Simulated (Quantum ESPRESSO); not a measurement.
## Calculated data, Al₂GaBP₄ (made-up cell)

Calculation on a made-up crystal cell, not a measurement: periodic Kohn-Sham density functional theory in plane waves with PseudoDojo standard norm-conserving scalar-relativistic pseudopotentials, each functional with its own files (v0.5 for PBE, v0.4.1 for LDA and PBEsol), no spin polarisation, no spin-orbit coupling, atoms not relaxed, stress positive in tension, energies less a fixed whole-eV offset for each atom's element; levels are Kohn-Sham levels at fractions of this cell's reciprocal vectors, counted from the reference band (half the neutral cell's valence electrons, rounded up) at Gamma; error bars cover cutoff and k-mesh only, not smearing or the files; added strain carries the atoms with the cell, and shear is the tensor component; each bar is the largest change over components, and at least 0.002 eV, 0.002 eV per angstrom or 0.02 GPa; energies are for the whole cell, and the offsets were chosen from early runs and are not element reference energies. Program: Quantum ESPRESSO 7.5.

```xyz
8
Lattice="5.5846 -0.0187 0.0521 -0.0187 5.6651 0.0252 0.0521 0.0252 5.6446" Properties=species:S:1:pos:R:3 formula=Al2GaBP4 lattice_type=zincblende/diamond functional=pbe cutoff=1088 fermi_dirac_smearing=0.1 scf_tolerance=1e-07 electrons_removed=0 k_mesh=6_x_6_x_6,shifted_by_half_a_step
Al     0.1048    -0.0408     0.1175
B      0.0713     2.7929     2.7414
Ga     2.8905    -0.1074     2.9415
Al     2.7305     2.7656    -0.0596
P      1.3730     1.3222     1.4715
P      1.3078     4.1914     4.4201
P      4.1936     1.3341     4.3245
P      4.2161     4.2408     1.5644
```

Units: cutoff, fermi_dirac_smearing, scf_tolerance in eV.

Atoms:
```tsv
atoms element	atom site
Al	1
B	2
Ga	3
Al	4
P	5
P	6
P	7
P	8
```

Questions
1. Estimate the stress xy of Al₂GaBP₄ (made-up cell).

## Answers
1. -0.8202 GPa

Further results for Al₂GaBP₄ (made-up cell):

| Quantity | Value |
| --- | --- |
| pressure | -9.103 GPa |
| stress xx | 8.326 GPa |
| stress yy | 9.505 GPa |
| stress zz | 9.48 GPa |
| stress yz | -0.8247 GPa |
| stress xz | 0.8031 GPa |
| error bar stress | 0.02 GPa |
| error bar force | 0.002 eV/Å |
| error bars from | tighter rerun of this cell |

Forces:
```tsv
site	x (eV/Å)	y (eV/Å)	z (eV/Å)
1	-1.574	0.1865	-0.2509
2	-0.674	-0.1434	0.4056
3	-0.7956	0.2203	0.3218
4	0.3897	-0.1204	1.174
5	0.2297	1.802	1.329
6	0.1694	-0.8457	-2.267
7	1.393	0.8042	-0.6584
8	0.8625	-1.903	-0.05408
```
